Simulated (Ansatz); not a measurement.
The guess for Mg3Be was made by a generator: random cell by space group and Wyckoff sites (Fm-3m, No. 225). The dimensions are guesses.

```yaml
crystal:
  lattice:
    - [0.00000, 3.19077, 3.19077]
    - [3.19077, 0.00000, 3.19077]
    - [3.19077, 3.19077, 0.00000]
  atoms:
    - { symbol: Mg, position: [0.75000, 0.75000, 0.75000] }
    - { symbol: Mg, position: [0.25000, 0.25000, 0.25000] }
    - { symbol: Mg, position: [0.00000, 0.00000, 0.00000] }
    - { symbol: Be, position: [0.50000, 0.50000, 0.50000] }
```

All numbers below come from DFT PBE, scalar-relativistic, plane waves, PAW (Ansatz). Cutoff 420 eV, Gaussian smearing, Γ-centred meshes. Cell and atoms relax first on a coarse mesh and then on a finer one. In between, the cell is made exact in the group found at 0.06 Å. In metals the finer mesh still leaves noise of several meV/atom or more. The steps can't lower the symmetry of their start. No spin polarisation.

A guess keeps its type if space group and coordination stay and the shape of the cell changes little (axis ratios within about 15 %, angles within 6°); the volume may change.

Q: Does this structure survive the relaxation?

A: It keeps its type: symmetry leaves only the cell edge free. The symmetry stays Fm-3m (No. 225). The end has the BiF3 (D0_3) type. The volume per atom grows by 14.0 %, from 16.2 to 18.5 Å³. The shortest distance goes from 2.76 Å (Mg–Be and Mg–Mg) to 2.89 Å (Mg–Be and Mg–Mg). Counting neighbours within 15 % of an atom's shortest distance, the start has Be 8, Mg 8 and the end Be 8, Mg 8.

The last run used a 12×12×12 mesh for its 4-atom cell and Gaussian smearing of 0.10 eV. A later test with randomly moved atoms ended 2 meV/atom lower, in I4/mmm at a loose tolerance, which is no clear verdict on its stability.
